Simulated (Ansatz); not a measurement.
Input and command of a plane-wave DFT calculation in Ansatz:

```yaml
crystal:
  lattice:
    - [3.9877200567, 2.3023112482, 6.0240372697]
    - [-3.9877200567, 2.3023112482, 6.0240372697]
    - [0.0, -4.6046224963, 6.0240372697]
  atoms:
    - { symbol: Na, position: [0.9062762092, 0.9062762092, 0.9062762092] }
    - { symbol: Na, position: [0.5937237908, 0.5937237908, 0.5937237908] }
    - { symbol: Na, position: [0.0937237908, 0.0937237908, 0.0937237908] }
    - { symbol: Na, position: [0.4062762092, 0.4062762092, 0.4062762092] }
    - { symbol: Sb, position: [0.9603449216, 0.5396550784, 0.75] }
    - { symbol: Sb, position: [0.75, 0.9603449216, 0.5396550784] }
    - { symbol: Sb, position: [0.5396550784, 0.75, 0.9603449216] }
    - { symbol: Sb, position: [0.0396550784, 0.4603449216, 0.25] }
    - { symbol: Sb, position: [0.25, 0.0396550784, 0.4603449216] }
    - { symbol: Sb, position: [0.4603449216, 0.25, 0.0396550784] }
basis:
  ecutwfc: 420
kpoints:
  mp_grid: { grid: [6, 6, 6] }
hamiltonian:
  xc: pbe
scf:
  occupations: { method: gaussian, width: 0.1 }
output:
  forces: true
  stress: true
  eigenvalues: true
  write_density: true
  write_potential: true
  elf: true
  volumetric_format: npy
relax:
  adjacent_minimum: "off"
  f_tol: 0.01
  max_steps: 80
  cell: { stress_tol: 0.05 }
```

```bash
ansatz run input.yaml --threads 1 --pin off --max-ram 2560MiB --backend cpu --events-out ev --progress --plain --runs-dir out
```

Processor: Arm Neoverse N1, 1 thread, on a host shared with other jobs.

Q: Estimate time, memory and problem size.

A: About 7.8 min on 1 thread of Arm Neoverse N1, with other jobs on the host, peak memory 0.89 GiB. It solves 76 bands at 32 k points (the mesh reduced by the symmetry that the task leaves, which can be less than the crystal's) with about 6477 plane waves (on the last cell), in 23 SCF iterations over 4 ionic steps.
